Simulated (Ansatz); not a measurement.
# Bi2Te2S: computed property card

Bi2Te2S:
```
Bi2Te2S
1.0
    9.29389     2.18469     0.00000
   -9.29389     2.18469     0.00000
   -1.02604     0.00000     4.24719
Bi Te S
2 2 1
Direct
  0.86098   0.13902   0.86080
  0.13902   0.86098   0.13920
  0.67542   0.32458   0.67562
  0.32458   0.67542   0.32438
  0.00000   0.00000   0.00000
```

Space group I4/mmm (No. 139); conventional cell a = b = 4.369 Å, c = 18.068 Å, α = β = γ = 90.00°.

Method: PBEsol in the plane-wave PAW code Ansatz. Geometry: relaxed at this level of theory. Other levels are named where they apply.

### Cell and energy

- Volume per atom: 34.49 Å³
- Density: 6.79 g/cm³
- Formation energy from the elements (no fitted shifts): -0.044 eV/atom

### Electronic structure

- Band gap = 0.08 eV (indirect)
- Valence-band maximum = at Γ
- Conduction-band minimum = off the standard path, at k = (-0.272, 0.272, -0.457) in fractions of the reciprocal vectors
- Smallest direct gap on the standard path = 0.32 eV
- Electron effective mass = 0.017, 0.10, 0.46 mₑ (principal values)
- Hole effective mass = 1.0, 1.0, 1.3 mₑ (principal values)
- Gap with spin–orbit coupling = none (metallic)

### Phonons

- Highest zone-centre frequency (without LO–TO term) = 307 cm⁻¹
- Zone-centre stability = unstable, softest mode 74i cm⁻¹

The first step of the workflow began from a Materials Project structure, measured or hypothetical; the Crystallography Open Database copy checked does not list it. COD files the formula under space group No. 166. Whether it is the stable phase at ambient conditions was not checked. The PBEsol relaxation kept the symmetry of its start. Point labels and valley counts follow the cell and symmetry of the run, lower than the named group. The references are the lowest solids computed at this level, not always the standard phases. Scalar-relativistic: spin–orbit coupling is off unless named, which matters more the heavier the elements.

Potentials: the later of the program's two PAW sets.
